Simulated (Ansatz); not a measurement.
Sr2MgH6:
```
Sr2MgH6
1.0
    5.47141     0.00000     0.00000
   -2.73570     4.73838     0.00000
    0.00000     0.00000     4.18718
Sr Mg H
2 1 6
Direct
  0.66667   0.33333   0.26347
  0.33333   0.66667   0.73653
  0.00000   0.00000   0.00000
  0.82327   0.64654   0.76522
  0.17673   0.35346   0.23478
  0.35346   0.17673   0.76522
  0.64654   0.82327   0.23478
  0.82327   0.17673   0.76522
  0.17673   0.82327   0.23478
```

DFT-r²SCAN in the program Ansatz with PAW potentials gives a gap of 3.31 eV without spin–orbit coupling, maximum at K, minimum off the standard path, at k = (0.000, -0.484, 0.341).

Q: What happens when spin–orbit coupling is switched on?

A: The gap is nearly the same, to 3.31 eV; maximum at K, minimum off the standard path, at k = (0.000, -0.484, 0.341).

Q: Give the electron effective mass with spin–orbit coupling.

A: 0.37, 0.40, 0.52 mₑ (principal values).

Q: Give the hole effective mass with spin–orbit coupling.

A: 0.24, 1.6, 1.6 mₑ (principal values).

Space group P-3m1. The first step of the workflow began from a Materials Project structure, measured or hypothetical; the Crystallography Open Database copy checked does not list it. Its standing as an ambient phase is unchecked. The cell was relaxed with r²SCAN under the symmetry of its start; whether a distortion lowers the energy is not shown.

Potentials: the later of the program's two PAW sets.
